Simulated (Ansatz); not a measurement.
MnB2W2, several self-consistent solutions

```
Mn B W
1.0
     5.78600    0.00000    0.00000
     0.00000    5.78600    0.00000
     0.00000    0.00000    3.16000
Mn B W
2 4 4
Direct
  0.00000 0.00000 0.00000
  0.50000 0.50000 0.00000
  0.39000 0.89000 0.00000
  0.11000 0.39000 0.00000
  0.61000 0.11000 0.00000
  0.89000 0.61000 0.00000
  0.18000 0.68000 0.50000
  0.32000 0.18000 0.50000
  0.82000 0.32000 0.50000
  0.68000 0.82000 0.50000
```

Method: r2SCAN in Ansatz 0.2.0, PAW datasets, plane waves to 500 eV, 5×5×8 Γ-centred mesh, fermi-dirac occupations of width 0.050 eV. The atoms are fixed and numbered as listed; spin is collinear, without spin-orbit coupling.

The cycle has several fixed points for this cell. Moments (μB):

```tsv
state	Mn1	Mn2	other atoms together	size of the net moment a cell
A	2.44	2.44	-0.06	5.01
B	0.00	0.00	0.00	0.00
C	2.40	-2.40	0.00	0.00
```

Site moments are taken in small spheres that don't touch (radius about 0.4 of the atom's shortest bond), so those of the magnetic atoms read low, and they needn't add up to the net moment. State B was run without spin polarisation.

Q: Which state has the lowest energy at zero smearing, and how far up are the others?

A: State C (antiparallel, compensated) is lowest; A (parallel moments) lies 7.4 meV above it, B (without moments) lies 149 meV above it, all counted an atom of the cell.

Q: Which states have a gap on the mesh, and what pressure does each exert on this cell?

A: A: no gap, 1.6 GPa; B: no gap, -6.5 GPa; C: no gap, 1.3 GPa (positive in compression). Moments take up room: without them the pressure is lower, so that state wants a smaller cell.

Q: What does magnetism gain here?

A: 149 meV an atom of the cell, or 744 meV for each Mn atom, against state B, which has none. In a metal like this the level decides whether moments form at all, so this is no ordering energy.

The cell is that of a Crystallography Open Database entry, unchanged.

Caveats: only orders that fit this cell and collinear spins were tried, so the true order may need a larger cell or canted moments; atoms and cell are not relaxed, and each state would relax in its own way; r2SCAN overestimates the moments and magnetic energies of itinerant metals, and can make a paramagnetic metal magnetic; the k mesh is coarse, so differences of a few meV are uncertain where a state is a metal; one start a pattern, so a lower state of the same pattern may exist; the nearest magnetic pairs stand parallel in every state found, so their coupling isn't measured.
